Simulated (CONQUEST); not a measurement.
Set-up for a self-consistent single point of TiTe2 (P-3m1, 6 atoms in the cell; from Materials Project mp-1907, changed as shown).

```
CELL_PARAMETERS angstrom
      3.74773     0.00000     0.00000
      0.00000     6.49125     0.00000
      0.00000     0.00000     6.58389
ATOMIC_POSITIONS crystal
  Ti 0.00000 0.00000 0.00000
  Ti 0.50000 0.50000 0.00000
  Te 0.50000 0.16667 0.74983
  Te 0.00000 0.33333 0.25017
  Te 0.00000 0.66667 0.74983
  Te 0.50000 0.83333 0.25017
```

Method: PBE, numerical atomic orbitals double-zeta with polarisation (the shipped basis), PseudoDojo norm-conserving potentials made for PBE (CONQUEST 1.3).

CONQUEST settings:

* **basis**: DZP
* **Diag.MPMeshX, Y, Z**: 6 4 4
* **potentials**: PseudoDojo norm-conserving PBE
* **Grid.GridCutoff**: 175 Ha
* **DM.SolutionMethod**: diagon
* **Diag.kT**: 0.003675 Ha
* **Diag.GammaCentred**: true
* **minE.SCTolerance**: 1.0e-06
* **SC.MaxIters**: 100
* **SC.LinearMixingFactor**: 0.5
* **SC.KerkerPreCondition**: true
* **SC.KerkerFactor**: 0.1 1/bohr
* **AtomMove.TypeOfRun**: static

Results:

- Number of valence electrons: 88
- Number of bands: 110
- Number of k-points after the program's reduction: 74
- Size of the basis: 110
- Number of SCF iterations: 8
- FFT grid: 48 × 80 × 80
- Free energy E − TS: -14646.2063 eV
- Fermi level (on the code's own zero): -5.14 eV
- Pressure: 5.74 GPa
- Largest force (vector length): 1.010 eV/Å

Forces (eV/Å):
```
atom     Fx      Fy      Fz
----  -----  ------  ------
Ti1   0.000   0.000   0.000
Ti2   0.000   0.000   0.000
Te3   0.000   0.008  -1.010
Te4   0.000  -0.008   1.010
Te5   0.000   0.008  -1.010
Te6   0.000  -0.008   1.010
```

Stress (GPa, positive for compression):
```
 5.44   0.00   0.00
 0.00   5.15  -0.10
 0.00  -0.10   6.62
```

For comparison: a first run was changed to give this one (lattice scaled by 0.98), and from it to this one the free energy rises by 34.4 meV/atom, the pressure goes from 1.14 to 5.74 GPa and the largest force goes from 0.365 to 1.010 eV/Å.

The program uses no crystal symmetry, so grid and mesh can part values that symmetry would make equal. The atom-centred basis is finite, which shifts total energies, pressures and forces against plane waves. Forces above 1 eV/Å remain at this geometry, of which the finite basis can carry a part. The structure comes from a collection of computed structures, made at another level of theory; the collection holds predicted forms beside known ones. No clean gap shows at this smearing width and mesh (spacing up to 0.28 Å⁻¹); the mesh is coarse for partly filled bands, so the values carry mesh errors. Semi-local functionals can close small gaps.

Cost on one core: roughly 70 core-seconds.
